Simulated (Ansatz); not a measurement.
**FeI2 (P-3m1): the held moment from field and pressure**

Geometry: a structure as deposited in COD (the entry's cell lengths or inner coordinates differ somewhat from later room-temperature determinations); nothing is relaxed.

Settings: PBEsol, 8×8×5 k mesh, Fermi–Dirac smearing of 0.05 eV. PAW means Ansatz 0.2.0 on its default frozen-core files. Site moments are integrated in spheres about the atoms.

The input and its command:

```yaml
crystal:
  lattice:
    - [4.04, 0.0, 0.0]
    - [-2.02, 3.4987426313, 0.0]
    - [0.0, 0.0, 6.75]
  atoms:
    - { symbol: Fe, position: [0.0, 0.0, 0.0], spin: 3.0 }
    - { symbol: I, position: [0.3333333333, 0.6666666667, 0.25] }
    - { symbol: I, position: [0.6666666667, 0.3333333333, 0.75] }
magnetization:
  spin_polarized: true
kpoints:
  mp_grid: { grid: [8, 8, 5] }
scf:
  occupations: { method: fermi_dirac, width: 0.05 }
  lower_state_search: "off"
hamiltonian:
  xc: pbesol
  pseudopotentials: { kind: paw }
output:
  forces: true
  stress: true
  eigenvalues: true
  populations: true
  dos: { projected: true, de: 0.1, e_range: [-8, 5] }
  write_density: true
  write_potential: true
  elf: true
  volumetric_format: npy
```

Command: `ansatz run input.yaml --threads 2 --pin off --max-ram 6144MiB --backend cpu --events-out ev --progress --plain --runs-dir out`

The free run ends with 4.00 μB per cell. Further runs hold the cell's moment M by two Fermi levels; B is half their difference over μB, positive where the field raises M. Some of them:

```
M (μB/cell)  B (T)  ΔF over the free run (meV/cell)  pressure (GPa)
       2.68  -8192                            536.7            -5.7
       3.60  -6603                            121.7            -4.3
       5.00  27930                           1380.4            -1.7
```

Another run of the series gave B (T) = 38921, ΔF over the free run (meV/cell) = 3253.8, pressure (GPa) = 2.2. Which moment was held?
A. 6.00
B. 1.32
C. 4.40

A. M (μB/cell) = 6.00.

Another run of the series gave B (T) = 23447, ΔF over the free run (meV/cell) = 492.7, pressure (GPa) = -3.0. Which moment was held?
A. 1.32
B. 6.00
C. 4.40

C. M (μB/cell) = 4.40.

The whole series:

```json
{"M (μB/cell)": "1.32", "B (T)": "-4922", "ΔF over the free run (meV/cell)": "1096.5", "pressure (GPa)": "-7.4"}
{"M (μB/cell)": "2.68", "B (T)": "-8192", "ΔF over the free run (meV/cell)": "536.7", "pressure (GPa)": "-5.7"}
{"M (μB/cell)": "3.60", "B (T)": "-6603", "ΔF over the free run (meV/cell)": "121.7", "pressure (GPa)": "-4.3"}
{"M (μB/cell)": "4.40", "B (T)": "23447", "ΔF over the free run (meV/cell)": "492.7", "pressure (GPa)": "-3.0"}
{"M (μB/cell)": "5.00", "B (T)": "27930", "ΔF over the free run (meV/cell)": "1380.4", "pressure (GPa)": "-1.7"}
{"M (μB/cell)": "6.00", "B (T)": "38921", "ΔF over the free run (meV/cell)": "3253.8", "pressure (GPa)": "2.2"}
```

The PAW files were made with PBE; the program remakes their cores once for the run's functional and then keeps them frozen. The Ansatz runs typed with the search for lower states off end where their start leads. Spin–orbit coupling is left out although heavy atoms are present. None of this fixes the real material's magnetic order: only patterns that fit the cell were computed, at zero temperature, with a functional that can overstate moments.
